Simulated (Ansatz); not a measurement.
## CaMn2P2H4O10, one structure, two calculations

Cell: a Materials Project structure (computed, not necessarily an observed phase), taken as it stands.

```
Ca Mn H P O
1.0
     5.40437    0.00000    0.00000
     1.64372    5.45663    0.00000
     2.60008    1.41641    7.64141
Ca Mn H P O
1 2 4 2 10
Direct
  0.24502 0.90055 0.12811
  0.45909 0.40073 0.55496
  0.00709 0.53415 0.97843
  0.97514 0.54849 0.32712
  0.71862 0.78741 0.28146
  0.90056 0.42856 0.70560
  0.09894 0.16582 0.77576
  0.51555 0.23758 0.19725
  0.53631 0.81075 0.75620
  0.36256 0.30130 0.05340
  0.46688 0.97745 0.30397
  0.65166 0.75148 0.91763
  0.62287 0.03715 0.62745
  0.38877 0.44576 0.31330
  0.82121 0.21876 0.12458
  0.63491 0.58112 0.66114
  0.22343 0.85764 0.83765
  0.07903 0.35282 0.73898
  0.90488 0.66961 0.23486
```

Sites (sets of like atoms) are named by element and the number of their first atom in this list.

First run. Computed with Ansatz: DFT, PBE, plane waves and PAW, scalar-relativistic, collinear spin, 420 eV cutoff, Γ-centred 5×4×3 k-points, Fermi–Dirac smearing 0.02 eV. Start moments as typed (μB): 5 on each Mn, none on the rest.

```csv
site,atom,V_zz (10²¹ V/m²),η,m (μB)
Ca,1,-3.10,0.17,0.00
Mn2,2,5.44,0.56,3.95
Mn3,3,-3.95,0.92,-4.11
H5,5,1.55,0.18,0.00
H6,6,2.07,0.13,0.00
P8,8,-1.05,0.81,0.00
P9,9,-1.60,0.44,0.00
O10,10,9.60,0.18,-0.03
O12,12,9.10,0.50,-0.03
O14,14,8.85,0.44,0.03
O16,16,9.46,0.69,0.03
O17,17,8.16,0.42,-0.02
O18,18,-9.36,0.81,0.00
O19,19,-11.75,0.96,-0.01
```

Second run. The same atoms and settings, except that the cutoff is 300 eV.

Question: Given the first result, estimate the second.

Answer: 

| site | atom | V_zz | η | change of V_zz | m (μB) |
| --- | --- | --- | --- | --- | --- |
| Ca | 1 | -3.07 | 0.18 | +0.03 | 0.00 |
| Mn2 | 2 | 5.35 | 0.57 | -0.09 | 3.96 |
| Mn3 | 3 | -3.78 | 0.93 | +0.17 | -4.12 |
| H5 | 5 | 1.50 | 0.18 | -0.05 | 0.00 |
| H6 | 6 | 1.98 | 0.14 | -0.09 | 0.00 |
| P8 | 8 | -1.05 | 0.82 | 0.00 | 0.00 |
| P9 | 9 | -1.62 | 0.44 | -0.02 | 0.00 |
| O10 | 10 | 9.18 | 0.18 | -0.42 | -0.03 |
| O12 | 12 | 8.69 | 0.50 | -0.41 | -0.03 |
| O14 | 14 | 8.42 | 0.44 | -0.43 | 0.03 |
| O16 | 16 | 9.02 | 0.69 | -0.44 | 0.03 |
| O17 | 17 | 7.76 | 0.42 | -0.40 | -0.02 |
| O18 | 18 | -9.02 | 0.81 | +0.34 | 0.00 |
| O19 | 19 | -11.31 | 0.96 | +0.44 | -0.01 |

The largest change of V_zz is on O16, from 9.46 to 9.02. In per cent, |V_zz| changes by -1 on Ca, -4 to -2 on Mn, -4 to -3 on H, 0 to +1 on P, -5 to -4 on O (all sites that start above 0.5). The table leaves out 5 of the 19 sites, with |V_zz| up to 9.59; their tensors move by 0.42 at most along any direction. The statements above cover all sites.

The moments were started parallel, and the run ended with some of them reversed. The program didn't check the stability of this electronic state in full, so a lower one may lie near. The lattice is static: at room temperature water may turn and average the couplings of its hydrogen. The magnetic order is the one that the run reached from its start moments, not necessarily the measured one.
For the first run: The largest force is 0.5 eV/Å, so the atoms aren't at the calculated equilibrium and relaxing them would move these values.
For the second run: The largest force is 0.6 eV/Å, so the atoms aren't at the calculated equilibrium and relaxing them would move these values.
